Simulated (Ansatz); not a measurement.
Starting structure of a cell relaxation (symmetry kept):

```cif
data_structure
_symmetry_space_group_name_H-M 'Pm-3m'
_symmetry_Int_Tables_number 221
_cell_length_a 4.1009
_cell_length_b 4.1009
_cell_length_c 4.1009
_cell_angle_alpha 90.000
_cell_angle_beta 90.000
_cell_angle_gamma 90.000
_cell_volume 68.97
loop_
_atom_site_label
_atom_site_type_symbol
_atom_site_symmetry_multiplicity
_atom_site_Wyckoff_symbol
_atom_site_fract_x
_atom_site_fract_y
_atom_site_fract_z
_atom_site_occupancy
Ba1 Ba 1 b 0.50000 0.50000 0.50000 1
Ir1 Ir 1 a 0.00000 0.00000 0.00000 1
O1 O 3 d 0.50000 0.00000 0.00000 1
```

These are results of DFT r2SCAN, scalar-relativistic, plane waves, PAW (Ansatz 0.2.0), not measurements.

Settings: cutoff 500 eV, Γ-centred mesh 10×10×10 on the computed 5-atom cell, Gaussian smearing of 0.10 eV; collinear spin from starting moments 0 0.63 0.17 0.17 0.17 μB.

Question: What does it relax to?

Answer: The volume drops by 0.75 Å³/atom to 13.04 Å³/atom, and the energy falls by 19.6 meV/atom. The cell ends with a moment of 0.00 μB (only this magnetic start was tried). Final structure:
```cif
data_structure
_symmetry_space_group_name_H-M 'P 1'
_symmetry_Int_Tables_number 1
_cell_length_a 4.0250
_cell_length_b 4.0250
_cell_length_c 4.0250
_cell_angle_alpha 90.000
_cell_angle_beta 90.000
_cell_angle_gamma 90.000
_cell_volume 65.21
loop_
_atom_site_label
_atom_site_type_symbol
_atom_site_fract_x
_atom_site_fract_y
_atom_site_fract_z
_atom_site_occupancy
Ba1 Ba 0.50000 0.50000 0.50000 1
Ir1 Ir 0.00000 0.00000 0.00000 1
O1 O 0.50000 0.00000 0.00000 1
O2 O 0.00000 0.50000 0.00000 1
O3 O 0.00000 0.00000 0.50000 1
```

Course of the relaxation (steps run on the plane waves of an earlier cell, and the basis is chosen afresh near the end, so energy and pressure can step there; trial steps that raised the energy were taken back; energies are free energies):

```json
{"step": "1", "E − E_final (meV/atom)": "19.6", "P (GPa)": "-8.03", "V (Å³/atom)": "13.79"}
{"step": "2", "E − E_final (meV/atom)": "-0.1", "P (GPa)": "1.22", "V (Å³/atom)": "12.96"}
{"step": "3", "E − E_final (meV/atom)": "-0.4", "P (GPa)": "-0.29", "V (Å³/atom)": "13.06"}
{"step": "4", "E − E_final (meV/atom)": "-0.4", "P (GPa)": "0.00", "V (Å³/atom)": "13.04"}
{"step": "5", "E − E_final (meV/atom)": "0.0", "P (GPa)": "0.01", "V (Å³/atom)": "13.04"}
```

Spin-orbit coupling is left out, which matters for the bands of heavy elements.

Symmetry holds off the tilts and polar distortions that many cubic perovskites undergo.